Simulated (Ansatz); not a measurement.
Si:
```cif
data_Si2
_chemical_formula_sum 'Si2'
_space_group_name_H-M_alt 'P 1'
_space_group_IT_number 1
_cell_length_a 3.89435
_cell_length_b 3.89435
_cell_length_c 3.89435
_cell_angle_alpha 128.784
_cell_angle_beta 128.784
_cell_angle_gamma 75.359
loop_
_space_group_symop_operation_xyz
  'x, y, z'
loop_
_atom_site_label
_atom_site_type_symbol
_atom_site_fract_x
_atom_site_fract_y
_atom_site_fract_z
_atom_site_occupancy
Si1 Si 0.19108 0.19108 0.00000 1
Si2 Si 0.80892 0.80892 0.00000 1
```

Relaxed with r²SCAN.

Q: Tabulate the valence density and the electron localisation function along the shortest Si–Si contact (2.36 Å), r²SCAN in the plane-wave PAW code Ansatz.

A: 

```csv
distance from Si (Å),density (e/Å³),ELF
0.24,0.09,0.37
0.35,0.18,0.33
0.47,0.30,0.48
0.59,0.42,0.72
0.71,0.52,0.87
0.82,0.57,0.93
0.94,0.59,0.95
1.06,0.58,0.95
1.18,0.58,0.96
1.30,0.58,0.95
1.41,0.59,0.95
1.53,0.57,0.93
1.65,0.52,0.87
1.77,0.42,0.72
1.88,0.30,0.48
2.00,0.18,0.33
2.12,0.09,0.37
```

The density is the valence pseudo-density with augmentation charge, so density and ELF within about 1 Å of a nucleus are not all-electron values.

Space group I4/mmm. The start of the workflow was typed in or built on a structure type; the Crystallography Open Database copy checked does not list it. It is not the phase usual at ambient conditions (space group No. 227). Symmetry was held in the r²SCAN relaxation; whether a distortion lowers the energy is not shown.

Potentials: the later of the program's two PAW sets.
